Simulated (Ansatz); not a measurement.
Input, command and steps of an Ansatz relaxation.

```yaml
crystal:
  lattice:
    - [-2.2635147031, 2.2635147031, 5.9389247161]
    - [2.2635147031, -2.2635147031, 5.9389247161]
    - [2.2635147031, 2.2635147031, -5.9389247161]
  atoms:
    - { symbol: K, position: [0.626, 0.626, 0.0] }
    - { symbol: K, position: [0.374, 0.374, 0.0] }
    - { symbol: Ta, position: [0.25, 0.75, 0.5] }
    - { symbol: Ta, position: [0.75, 0.25, 0.5] }
    - { symbol: Ga, position: [0.0, 0.0, 0.0] }
basis:
  ecutwfc: 420
kpoints:
  mp_grid: { grid: [6, 6, 6] }
hamiltonian:
  xc: pbe
scf:
  occupations: { method: gaussian, width: 0.1 }
  lower_state_search: "off"
output:
  forces: true
  stress: true
  eigenvalues: true
relax:
  adjacent_minimum: "off"
  f_tol: 0.04
  max_steps: 70
  cell: { stress_tol: 0.4 }
```

```bash
ansatz run input.yaml --threads 1 --pin off --max-ram 2560MiB --backend cpu --events-out ev --progress --plain --runs-dir out
```

The calculation used DFT PBE, scalar-relativistic, plane waves, PAW in Ansatz 0.2.0.

Of 30 frames 10 are shown, positions in Å and forces in eV/Å; the SCF threshold varies from step to step. Steps run on the plane waves of an earlier cell, with a Pulay correction in the pressure. The basis is chosen afresh for the last frame, the zero of the energies, and at times for earlier ones too; energy and pressure step there, also at an unchanged geometry. Here that happened at steps 14 (-126 meV/atom, 4.5 GPa), 25 (-27 meV/atom, 1.0 GPa); the frames before carry an error of that size.

```xyz
5
Lattice="-2.2635 2.2635 5.9389 2.2635 -2.2635 5.9389 2.2635 2.2635 -5.9389" Properties=species:S:1:pos:R:3:forces:R:3 pbc="T T T" step=1 free_energy_over_end_meV_per_atom=1558.08 pressure_GPa=5.72
K     0.0000    0.0000    7.4355    0.0000    0.0000   -3.2108
K     0.0000    0.0000    4.4423    0.0000    0.0000    3.2108
Ta    2.2635    0.0000    2.9695    0.0000    0.0000    0.0000
Ta    0.0000    2.2635    2.9695    0.0000    0.0000    0.0000
Ga    0.0000    0.0000    0.0000    0.0000    0.0000    0.0000
5
Lattice="-2.2130 2.2130 6.6101 2.2130 -2.2130 6.6101 2.2130 2.2130 -6.6101" Properties=species:S:1:pos:R:3:forces:R:3 pbc="T T T" step=4 free_energy_over_end_meV_per_atom=1053.90 pressure_GPa=2.13
K     0.0000    0.0000    7.8594    0.0000    0.0000   -0.1662
K     0.0000    0.0000    5.3607    0.0000    0.0000    0.1662
Ta    2.2130    0.0000    3.3050    0.0000    0.0000    0.0000
Ta    0.0000    2.2130    3.3050    0.0000    0.0000    0.0000
Ga    0.0000    0.0000    0.0000    0.0000    0.0000    0.0000
5
Lattice="-2.0873 2.0873 7.4801 2.0873 -2.0873 7.4801 2.0873 2.0873 -7.4801" Properties=species:S:1:pos:R:3:forces:R:3 pbc="T T T" step=7 free_energy_over_end_meV_per_atom=702.42 pressure_GPa=1.89
K     0.0000    0.0000    8.7969    0.0000    0.0000    0.0449
K     0.0000    0.0000    6.1634    0.0000    0.0000   -0.0449
Ta    2.0873    0.0000    3.7401    0.0000    0.0000    0.0000
Ta    0.0000    2.0873    3.7401    0.0000    0.0000    0.0000
Ga    0.0000    0.0000    0.0000    0.0000    0.0000    0.0000
5
Lattice="-1.9412 1.9412 8.6462 1.9412 -1.9412 8.6462 1.9412 1.9412 -8.6462" Properties=species:S:1:pos:R:3:forces:R:3 pbc="T T T" step=11 free_energy_over_end_meV_per_atom=485.30 pressure_GPa=-0.92
K     0.0000    0.0000   10.1772    0.0000    0.0000    0.0106
K     0.0000    0.0000    7.1152    0.0000    0.0000   -0.0106
Ta    1.9412    0.0000    4.3231    0.0000    0.0000    0.0000
Ta    0.0000    1.9412    4.3231    0.0000    0.0000    0.0000
Ga    0.0000    0.0000    0.0000    0.0000    0.0000    0.0000
5
Lattice="-1.9412 1.9412 8.5690 1.9412 -1.9412 8.5690 1.9412 1.9412 -8.5690" Properties=species:S:1:pos:R:3:forces:R:3 pbc="T T T" step=14 free_energy_over_end_meV_per_atom=357.47 pressure_GPa=4.56
K     0.0000    0.0000   10.0838    0.0000    0.0000    0.0587
K     0.0000    0.0000    7.0543    0.0000    0.0000   -0.0587
Ta    1.9412    0.0000    4.2845    0.0000    0.0000    0.0000
Ta    0.0000    1.9412    4.2845    0.0000    0.0000    0.0000
Ga    0.0000    0.0000    0.0000    0.0000    0.0000    0.0000
5
Lattice="-1.9140 1.9140 9.4463 1.9140 -1.9140 9.4463 1.9140 1.9140 -9.4463" Properties=species:S:1:pos:R:3:forces:R:3 pbc="T T T" step=17 free_energy_over_end_meV_per_atom=187.95 pressure_GPa=2.56
K     0.0000    0.0000   11.2029    0.0000    0.0000    0.0598
K     0.0000    0.0000    7.6898    0.0000    0.0000   -0.0598
Ta    1.9140    0.0000    4.7232    0.0000    0.0000    0.0000
Ta    0.0000    1.9140    4.7232    0.0000    0.0000    0.0000
Ga    0.0000    0.0000    0.0000    0.0000    0.0000    0.0000
5
Lattice="-1.8887 1.8887 10.3155 1.8887 -1.8887 10.3155 1.8887 1.8887 -10.3155" Properties=species:S:1:pos:R:3:forces:R:3 pbc="T T T" step=20 free_energy_over_end_meV_per_atom=88.37 pressure_GPa=1.21
K     0.0000    0.0000   12.3360    0.0000    0.0000    0.0413
K     0.0000    0.0000    8.2950    0.0000    0.0000   -0.0413
Ta    1.8887    0.0000    5.1578    0.0000    0.0000    0.0000
Ta    0.0000    1.8887    5.1578    0.0000    0.0000    0.0000
Ga    0.0000    0.0000    0.0000    0.0000    0.0000    0.0000
5
Lattice="-1.8593 1.8593 11.2239 1.8593 -1.8593 11.2239 1.8593 1.8593 -11.2239" Properties=species:S:1:pos:R:3:forces:R:3 pbc="T T T" step=24 free_energy_over_end_meV_per_atom=49.26 pressure_GPa=-0.01
K     0.0000    0.0000   13.5431    0.0000    0.0000    0.0072
K     0.0000    0.0000    8.9046    0.0000    0.0000   -0.0072
Ta    1.8593    0.0000    5.6119    0.0000    0.0000    0.0000
Ta    0.0000    1.8593    5.6119    0.0000    0.0000    0.0000
Ga    0.0000    0.0000    0.0000    0.0000    0.0000    0.0000
5
Lattice="-1.8526 1.8526 11.8178 1.8526 -1.8526 11.8178 1.8526 1.8526 -11.8178" Properties=species:S:1:pos:R:3:forces:R:3 pbc="T T T" step=27 free_energy_over_end_meV_per_atom=3.44 pressure_GPa=0.27
K     0.0000    0.0000   14.2967    0.0000    0.0000    0.0205
K     0.0000    0.0000    9.3389    0.0000    0.0000   -0.0205
Ta    1.8526    0.0000    5.9089    0.0000    0.0000    0.0000
Ta    0.0000    1.8526    5.9089    0.0000    0.0000    0.0000
Ga    0.0000    0.0000    0.0000    0.0000    0.0000    0.0000
5
Lattice="-1.8477 1.8477 12.1903 1.8477 -1.8477 12.1903 1.8477 1.8477 -12.1903" Properties=species:S:1:pos:R:3:forces:R:3 pbc="T T T" step=30 free_energy_over_end_meV_per_atom=0.00 pressure_GPa=0.00
K     0.0000    0.0000   14.7980    0.0000    0.0000    0.0109
K     0.0000    0.0000    9.5825    0.0000    0.0000   -0.0109
Ta    1.8477    0.0000    6.0951    0.0000    0.0000    0.0000
Ta    0.0000    1.8477    6.0951    0.0000    0.0000    0.0000
Ga    0.0000    0.0000    0.0000    0.0000    0.0000    0.0000
```

The start puts this composition into another compound's structure type, which needn't suit it. The cell swells from 24.3 to 33.3 Å³ an atom, so the end can be far from any stable crystal. At the end the space group is I4/mmm (tolerance 0.05 Å).

The run took 4.1 min on 1 thread of Arm Neoverse V2, on a shared host, peak memory 0.48 GiB.

The k mesh is coarse. Spin–orbit coupling is left out, which can shift energies with elements as heavy as these.